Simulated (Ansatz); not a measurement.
Relaxed Au (fcc, Cu type):

```
CELL_PARAMETERS angstrom
      0.00000     4.15718     4.15718
      2.07859     2.07859     4.15718
      2.07859     2.07859     0.00000
ATOMIC_POSITIONS crystal
  Au 0.00000 0.00000 0.00000
  Au 0.50000 0.00000 0.00000
```

A phonon eigenvector at X = (0.5, 0.5, 0.0) is frozen into this cell: atom i moves by Q times the vector below, so Q is the largest atomic displacement, in Å. The cell is held. (q is in reciprocal vectors of the primitive cell; the cell shown is doubled to hold the pattern.)

| atom | x | y | z |
|---|---|---|---|
| Au1 | 0.000 | 0.000 | -1.000 |
| Au2 | 0.000 | 0.000 | 1.000 |

Calculation: PBE (plane waves to 420 eV, PAW, scalar-relativistic; Ansatz, an electronic-structure program). k mesh 19×19×19 (Γ-centred), Fermi-Dirac smearing 0.05 eV. The energy includes the smearing's −TS. With partly filled bands, energies and forces of such displacements shift with the k mesh and the smearing. Au was relaxed with its symmetry unable to fall. Spin-orbit coupling is left out, though Au is heavy. The zero of ΔE is the undisplaced structure.

The scan covers Q from -0.100 to 0.100 Å in 13 points.

Question: Which space group does the distorted structure have?

Answer: P4/nmm (No. 129), lowered from Fm-3m.

Question: What is the energy change at Q = 0.100 Å?

Answer: 133 meV/cell.

Question: What harmonic wavenumber does the curvature at Q = 0 give?

Answer: 134 cm⁻¹.

(A displaced cell: forces are minus the slopes of the energy, force constants its curvatures, and phonons follow from these.)
